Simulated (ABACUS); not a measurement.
A self-consistent single point of AlN (P6_3mc, 4 atoms in the cell; from Materials Project mp-661) with ABACUS.

Computed with LDA (PW92), PseudoDojo 0.4 standard norm-conserving LDA (tails mended) pseudopotentials (plane waves; ABACUS).

```yaml
crystal:
  lattice:
    - [3.12859, 0.00000, 0.00000]
    - [-1.56429, 2.70944, 0.00000]
    - [0.00000, 0.00000, 5.01696]
  atoms:
    - { symbol: Al, position: [0.66667, 0.33333, 0.49929] }
    - { symbol: Al, position: [0.33333, 0.66667, 0.99929] }
    - { symbol: N, position: [0.66667, 0.33333, 0.88071] }
    - { symbol: N, position: [0.33333, 0.66667, 0.38071] }
```

Reference input (self-consistent single point, DFT, LDA (PW92), plane waves, PseudoDojo 0.4 standard norm-conserving LDA (tails mended) pseudopotentials): KPT = Gamma 8 8 5 0.5 0.5 0.5; basis_type = pw; dft_functional = PWLDA; ecutwfc = 84 Ry; smearing_method = fixed; potentials = PseudoDojo 0.4 standard norm-conserving LDA (tails mended); symmetry = 1; symmetry_prec = 1e-05; ks_solver = dav_subspace; scf_nmax = 100; scf_thr = 1.0e-09 Ry; mixing_type = broyden. This run's input differs from it in these lines:

```diff
@@ -6,3 +6,3 @@
 dft_functional       PWLDA
-ecutwfc              84.0
+ecutwfc              75.6
 symmetry             1
```

Output (repeated stretches shortened):

```
 SELF-CONSISTENT
 -------------------------------------------
                                 init_chg = atomic

 PW ALGORITHM --------------- ION=   1  ELEC=   1--------------------------------

 Density error is 1.17176692274
                          Error Threshold = 0.01
 E_KohnSham     -50.8734914004       -692.1693601994
 E_Fermi        0.2596205465         3.5323187499

 PW ALGORITHM --------------- ION=   1  ELEC=   2--------------------------------

 Density error is 0.955073408237
                          Error Threshold = 0.0073235432671
 E_KohnSham     -51.1835292790       -696.3876419440
   [... lines left out ...]

 Density error is 1.77957891208e-09
                          Error Threshold = 1.64411369677e-09
 E_KohnSham     -51.3704991650       -698.9314977481
 E_Fermi        0.4769701105         6.4895112782

 PW ALGORITHM --------------- ION=   1  ELEC=   9--------------------------------

 Density error is 4.11348641301e-11
                          Error Threshold = 1.11223682005e-11
 E_KohnSham     -51.3704991655       -698.9314977554
 E_KS(sigma->0) -51.3704991655       -698.9314977554
 E_entropy(-TS) 0.0000000000         0.0000000000
 E_Fermi        0.4769658502         6.4894533144
 charge density convergence is achieved
 final etot is -698.93149776 eV
 EFERMI = 6.4894533144 eV

 STATE ENERGY(eV) AND OCCUPATIONS    NSPIN == 1
   [... 15 lines left out ...]

 TOTAL-FORCE (eV/Angstrom)
                       Al1         0.0000000000         0.0000000000         0.0046820974
                       Al2         0.0000000000         0.0000000000         0.0046820974
                        N1         0.0000000000         0.0000000000        -0.0046820974
                        N2         0.0000000000         0.0000000000        -0.0046820974

 TOTAL-STRESS (KBAR)
       -92.3879176732        -0.0000000000         0.0000000000
         0.0000000000       -92.3879461813         0.0000000000
         0.0000000000        -0.0000000000       -90.0863851648
 TOTAL-PRESSURE: -91.620750 KBAR

 --------------------------------------------
 !FINAL_ETOT_IS -698.9314977553800645 eV
 --------------------------------------------
```

The run converged in 9 iterations. Against the reference run the free energy stays essentially unchanged (within 1 meV/atom), the pressure goes from -8.97 to -9.16 GPa and the largest force stays at 0.005 eV/Å.

This run is one point of a test of settings, so its values need not be converged; read them against the reference run alone. The structure comes from a collection of computed structures, made at another level of theory; the collection holds predicted forms beside known ones.

Cost on one core: roughly 60 core-seconds.

At a cut-down plane-wave cutoff the stress holds a Pulay term: a spurious tension from the incomplete basis, which lowers the pressure; energies, forces and gaps of such rows are unconverged too.

“Tails mended”: in these copies of the files the far tail of each local potential was reset to the Coulomb form.
